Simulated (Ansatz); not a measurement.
Q: Name crystals whose computed values (plane-wave PAW HSE06 (Ansatz code)) fall in these windows: B₀ by P(V) fit (GPa) 37 to 47; gap (eV) 2.1 to 2.6.

A: 

| crystal | B₀ by P(V) fit (GPa) | gap (eV) |
|---|---|---|
| AgCl, rock salt | 41.9 | 2.42 |
| CuCl, zinc blende | 45.9 | 2.35 |
Others may fit too.

All cells were relaxed under the symmetry of their starts (and spin orders); stability against distortions was not tested throughout. Rows with no word on spin ran without spin polarisation. Spin–orbit coupling is left out wherever it is not named.

Potentials: the later of the program's two PAW sets.
